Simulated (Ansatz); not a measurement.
A geometry of ZrS2 away from equilibrium: step 2 of the relaxation of a generated cell, ZrS2 built in the AFLOW prototype A2B_tI12_141_e_a (C5, as in TiO2). Calculation: PBEsol (plane waves to 420 eV, PAW, scalar-relativistic; Ansatz, a first-principles code). Γ-centred k-mesh 7×7×7 on the run's cell (coarser than for final values), Fermi–Dirac smearing 0.05 eV. The plane waves were selected for a different cell earlier on the path.

```xyz
6
Lattice="-2.3143 2.3143 5.8028 2.3143 -2.3143 5.8028 2.3143 2.3143 -5.8028" Properties=species:S:1:pos:R:3 pbc="T T T"
S      0.0000     0.0000     3.7868
S      2.3143     0.0000     4.9174
S      0.0000     0.0000     7.8189
S      2.3143     0.0000     0.8854
Zr     0.0000     2.3143     2.9014
Zr     0.0000     0.0000     0.0000
```

Question: Give the Cartesian forces on all atoms (eV/Å).

Answer: 
```json
[
 {"atom": "S1", "Fx": "0.00", "Fy": "0.00", "Fz": "-1.03"},
 {"atom": "S2", "Fx": "0.00", "Fy": "0.00", "Fz": "1.03"},
 {"atom": "S3", "Fx": "0.00", "Fy": "0.00", "Fz": "1.03"},
 {"atom": "S4", "Fx": "0.00", "Fy": "0.00", "Fz": "-1.03"},
 {"atom": "Zr5", "Fx": "0.00", "Fy": "0.00", "Fz": "0.00"},
 {"atom": "Zr6", "Fx": "0.00", "Fy": "0.00", "Fz": "0.00"}
]
```

The path ends in I4₁/amd (No. 141) (anatase type). No spin polarisation in the result.

The run could not lose the symmetry of its start: the end is stationary, and may be a saddle point rather than a minimum.

The end of the path is a generated cell of ZrS2: the first start was made by placing the elements on the sites of a structure type, and the end was not matched to a known phase here, so it may be hypothetical. Known forms of ZrS2 include space group No. 164.
